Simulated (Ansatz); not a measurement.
WC:
```yaml
crystal:
  lattice:
    - [5.29346, 0.00000, 0.00000]
    - [-2.64673, 4.58427, 0.00000]
    - [0.00000, 0.00000, 3.09184]
  atoms:
    - { symbol: W, position: [0.50000, 0.00000, 0.00000] }
    - { symbol: W, position: [0.50000, 0.50000, 0.00000] }
    - { symbol: W, position: [0.00000, 0.50000, 0.00000] }
    - { symbol: C, position: [0.00000, 0.00000, 0.00000] }
    - { symbol: C, position: [0.33333, 0.66667, 0.50000] }
    - { symbol: C, position: [0.66667, 0.33333, 0.50000] }
```

Relaxed with PBE. Special points in fractions of this cell's reciprocal vectors: Γ (0.000, 0.000, 0.000); M (0.500, 0.000, 0.000); K (0.333, 0.333, 0.000); A (0.000, 0.000, 0.500); L (0.500, 0.000, 0.500); H (0.333, 0.333, 0.500).

### Question
List the band energies nearest the Fermi level at these points for PBE (plane waves, PAW; program Ansatz).

### Answer
In eV from the Fermi level; about four levels below and three above (degenerate sets whole), none deeper than 8.9 eV; points with the same levels are listed once.

```csv
k,below,above
Γ,-0.99 -0.99 -0.34 -0.34,0.15 1.19 1.19
M,-3.74 -3.58 -1.28 -0.94,0.27 0.45 0.47
K,-4.26 -4.26 -2.85 -2.85 -0.98,0.89 0.89 1.24
A,-1.47 -1.47 -0.66 -0.66,0.24 0.90 1.50 1.50 1.51
L,-3.30 -2.54 -1.33 -1.29,0.25 0.68 0.88
H,-4.23 -4.23 -2.97 -1.02,0.09 0.09 0.27 0.27
```

Space group P6/mmm. The cell is a constructed one: a structure type filled with these elements; neither database checked (COD, Materials Project) lists it. It is not the phase usual at ambient conditions (space group No. 187). Symmetry was held in the PBE relaxation; whether a distortion lowers the energy is not shown. The run is not spin-polarised. Spin–orbit coupling is left out wherever it is not named.

Potentials: the later of the program's two PAW sets.
